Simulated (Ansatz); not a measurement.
## Magnetic order of NiO at several levels

```
CELL_PARAMETERS angstrom
0.00000 4.17180 4.17180
2.08590 0.00000 2.08590
2.08590 2.08590 0.00000
ATOMIC_POSITIONS crystal
Ni 0.00000 0.00000 0.00000
O 0.25000 0.50000 0.50000
Ni 0.50000 0.00000 0.00000
O 0.75000 0.50000 0.50000
```

The same starts (parallel, antiparallel patterns that fit this cell, and no moments) were run with plane-wave PAW DFT (Ansatz 0.2.0; atoms fixed, collinear spin, no spin-orbit coupling; 5×10×10 Γ-centred mesh, fermi-dirac occupations of width 0.050 eV) at these levels: PBE, 420 eV; r2SCAN, 500 eV.

Which order does each level favour, and how strongly?

The runs give, at zero smearing:

```json
{"level": "PBE", "lowest state": "antiparallel, compensated", "mean moment on Ni (μB)": "1.36", "parallel less best compensated antiparallel (meV per Ni)": "+273", "gain over no moments (meV per Ni)": "373"}
{"level": "r2SCAN", "lowest state": "antiparallel, compensated", "mean moment on Ni (μB)": "1.58", "parallel less best compensated antiparallel (meV per Ni)": "+168", "gain over no moments (meV per Ni)": "1072"}
```

Site moments are taken in small spheres that don't touch (radius about 0.4 of the atom's shortest bond), so those of the magnetic atoms read low. Both levels favour antiparallel moments: the difference runs from +168 to +273 meV per Ni. The moment grows from 1.36 μB under PBE to 1.58 μB under r2SCAN.

The cell is that of a Crystallography Open Database entry, unchanged but doubled along one cell vector so that moments can oppose.

Caveats: only orders that fit this cell were tried, so the true order may need a larger cell or canted moments; atoms and cell are held at the entry's values; differences under about 5 meV per magnetic atom weren't tested against a denser mesh or another U, and are taken as unresolved; the state without moments isn't the paramagnet, so the last column is no ordering energy, and a U inflates it; the nearest magnetic atoms form triangles, which frustrates antiparallel coupling, so the true order may be non-collinear or need another cell.
